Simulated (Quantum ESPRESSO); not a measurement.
**Band energies of Os**

```
CELL_PARAMETERS angstrom
      2.74613     0.00000     0.00000
     -1.37306     2.37822     0.00000
      0.00000     0.00000     4.32631
ATOMIC_POSITIONS crystal
  Os 0.33333 0.66667 0.25000
  Os 0.66667 0.33333 0.75000
```

PBEsol (pw.x of Quantum ESPRESSO, ONCV potentials, no spin-orbit coupling); path ΓMKΓALHA,LM,KH; energies in eV from the Fermi level.

```
k (1/Å)  point  band 12  band 13  band 14  band 15  band 16  band 17  band 18  band 19
-------  -----  -------  -------  -------  -------  -------  -------  -------  -------
0.00         Γ    -3.03    -2.74    -2.19    -2.19    -1.57    -1.57     0.01     1.67
0.33              -2.56    -2.53    -2.49    -2.00    -1.97    -1.68    -1.31     1.95
0.77              -4.19    -2.95    -2.90    -2.10    -0.33    -0.10     0.28     2.49
1.21              -3.51    -3.04    -2.51    -1.89     1.88     2.42     2.71     3.59
1.32         M    -3.53    -2.92    -2.53    -1.84     2.00     2.56     2.72     4.36
1.54              -3.59    -3.23    -2.62    -1.79     2.06     2.13     2.57     4.51
1.97              -4.51    -3.54    -3.22    -1.37     1.29     1.73     2.10     5.17
2.08         K    -4.59    -3.39    -3.39    -1.31     1.48     1.48     2.08     5.16
2.39              -4.92    -3.71    -2.78    -1.82     0.56     2.09     2.18     4.29
2.80              -5.14    -3.41    -2.91    -1.91    -0.80     0.29     1.22     2.28
3.10              -3.56    -2.83    -2.65    -1.69    -1.65    -1.46    -0.84     2.12
3.51              -2.97    -2.59    -2.22    -2.14    -1.63    -1.62    -0.33     1.70
3.61         Γ    -3.03    -2.74    -2.19    -2.19    -1.57    -1.57     0.01     1.67
3.92              -3.27    -3.05    -2.52    -2.52    -1.52    -0.82    -0.82     1.69
4.23              -3.34    -3.31    -3.31    -3.09    -3.09     0.49     0.49     1.23
4.34         A    -3.53    -3.22    -3.22    -3.22    -3.22     0.89     0.89     0.89
4.64              -4.20    -3.08    -3.08    -2.87    -2.87     0.82     0.82     1.11
5.05              -4.82    -2.98    -2.98    -1.72    -1.72     0.92     0.92     1.87
5.45              -5.19    -1.23    -1.23    -0.72    -0.72     2.04     2.04     2.84
5.66         L    -5.27    -1.21    -1.21    -0.20    -0.20     2.34     2.34     3.26
5.77              -5.23    -1.46    -1.46    -0.16    -0.16     2.20     2.20     3.58
6.20              -4.69    -3.37    -3.37    -1.14    -1.14     1.79     1.79     6.91
6.42         H    -4.91    -3.41    -3.41    -1.35    -1.35     1.59     1.59     8.22
6.61              -4.68    -3.45    -3.45    -1.43    -1.43     1.84     1.84     6.88
6.90              -4.42    -3.57    -3.57    -1.73    -1.73     2.33     2.33     3.78
7.28              -4.77    -3.56    -3.56    -1.81    -1.81     0.97     0.97     1.89
7.66              -4.16    -3.09    -3.09    -2.89    -2.89     0.82     0.82     1.09
7.94         A    -3.53    -3.22    -3.22    -3.22    -3.22     0.89     0.89     0.89
7.94         L    -5.27    -1.21    -1.21    -0.20    -0.20     2.34     2.34     3.26
8.26              -4.99    -2.74    -1.85     0.36     0.79     2.21     2.48     2.96
8.67         M    -3.53    -2.92    -2.53    -1.84     2.00     2.56     2.72     4.36
8.67         K    -4.59    -3.39    -3.39    -1.31     1.48     1.48     2.08     5.16
8.98              -4.56    -3.42    -3.42    -1.45     0.72     1.59     1.59     5.82
9.40         H    -4.91    -3.41    -3.41    -1.35    -1.35     1.59     1.59     8.22
```

A metal at this level: along this path bands 15, 16, 17, 18 cross the Fermi level.

Spin-orbit coupling is left out; for elements this heavy it splits bands near the Fermi level.

Geometry of the Materials Project entry, not relaxed at this level.
